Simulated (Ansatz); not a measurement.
All numbers below come from DFT PBE, scalar-relativistic, plane waves, PAW in Ansatz. All cells share a 420 eV cutoff and Γ-centred k meshes spaced at most about 0.3 Å⁻¹ (about 0.25 or finer for metals, 2π included). No spin polarisation in the final relaxations.

Temperature and zero-point effects are left out.

Two forms of TaH5 were relaxed alike.

1.

```
Ta H
1.0
     2.53997    1.46645    2.02808
    -2.53997    1.46645    2.02808
     0.00000   -2.93290    2.02808
Ta H
1 5
Direct
  0.68890 0.68890 0.68890
  0.57876 0.17989 0.57876
  0.57876 0.57876 0.17989
  0.17989 0.57876 0.57876
  0.13949 0.13949 0.13949
  0.00845 0.00845 0.00845
```

2.

```
Ta H
1.0
     3.16983    0.00000    0.00000
     0.00000    3.16983    0.00000
     0.00000    0.00000    3.04645
Ta H
1 5
Direct
  0.00000 0.00000 0.00000
  0.78648 0.50000 0.50000
  0.21352 0.50000 0.50000
  0.50000 0.78648 0.50000
  0.50000 0.21352 0.50000
  0.50000 0.50000 0.00000
```

Question: Which is lower in energy, and by how much?

Answer: Cell 1 is lower, by 273 meV/atom. Cell 1 has space group R3m (No. 160), 7.6 Å³/atom and no gap on its mesh; cell 2 has space group P4/mmm (No. 123), 5.1 Å³/atom and no gap. Counting H atoms around Ta (those within 1.25 times the shortest such distance or 1.15 times the sum of covalent radii), cell 1 has Ta 7 and cell 2 has Ta 20. Cell 1 holds H–H pairs as short as in free H₂ molecules (shortest 0.80 Å); in cell 2 the shortest H–H distance is 1.28 Å. The lower one is the more open, so pressure narrows the difference. Even the lower one lies +0.43 eV/atom against the reference forms of the elements (uncorrected), so neither is stable at this level. In cell 1, Ta is surrounded by 7 H at 1.85–1.94 Å; H on a site of symmetry m is surrounded by 2 Ta at 1.85–1.89 Å, 2 H at 2.03 Å and 2 H at 2.20–2.25 Å; H on a site of symmetry 3m has 1 H at 0.80 Å and 3 H at 2.20 Å; 1 more site not described. In cell 2, Ta has 20 H at 2.24–2.30 Å and 6 Ta at 3.05–3.17 Å; around H on a site of symmetry m2m lie 3 H at 1.28–1.35 Å, 3 H at 1.77–1.82 Å and 4 Ta at 2.30 Å; around H on a site of symmetry 4/mmm lie 8 H at 1.77 Å and 4 Ta at 2.24 Å. Both come from invented guesses. A third cell relaxed alike, in P-62m, lies 290 meV/atom below the lower of the two.

These runs have no spin–orbit coupling, which can matter for Ta. With hydrogen, zero-point motion can shift such differences by 10 meV/atom or more. Cells relaxed within their symmetry can be saddle points.
